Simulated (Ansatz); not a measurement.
ZrB2:
```cif
data_B2Zr
_chemical_formula_sum 'Zr1 B2'
_space_group_name_H-M_alt 'P6/mmm'
_space_group_IT_number 191
_space_group_name_Hall '-P 6 2'
_cell_length_a 3.13282
_cell_length_b 3.13282
_cell_length_c 3.48922
_cell_angle_alpha 90.000
_cell_angle_beta 90.000
_cell_angle_gamma 120.000
loop_
_atom_site_label
_atom_site_type_symbol
_atom_site_symmetry_multiplicity
_atom_site_Wyckoff_symbol
_atom_site_fract_x
_atom_site_fract_y
_atom_site_fract_z
_atom_site_occupancy
Zr1 Zr 1 a 0.00000 0.00000 0.00000 1
B1 B 2 d 0.33333 0.66667 0.50000 1
```

Relaxed at zero pressure with LDA (plane waves, PAW; program Ansatz).

### Question
The volume is raised by 3 % and shape and atoms relax at that volume. What pressure results, and how do the axes share the change?

### Answer
-7.3 GPa; a 0.9 %, b 0.9 %, c 1.1 %; the energy rises by 7 meV/atom.

### Question
Give the new structure.

### Answer

Space group P6/mmm (No. 191); a = 3.162 Å, b = 3.162 Å, c = 3.528 Å, α = 90.00°, β = 90.00°, γ = 120.00°

```tsv
atom	site	symmetry	x	y	z
Zr	1a	6/mmm	0.0000	0.0000	0.0000
B	2d	-6m2	0.3333	0.6667	0.5000
```

The phase is kept; no other phase was compared at this pressure.

The LDA relaxation kept the symmetry of its start; of distortions, only those at the zone centre were tested. The run is not spin-polarised.

Potentials: the earlier of the program's two PAW sets.
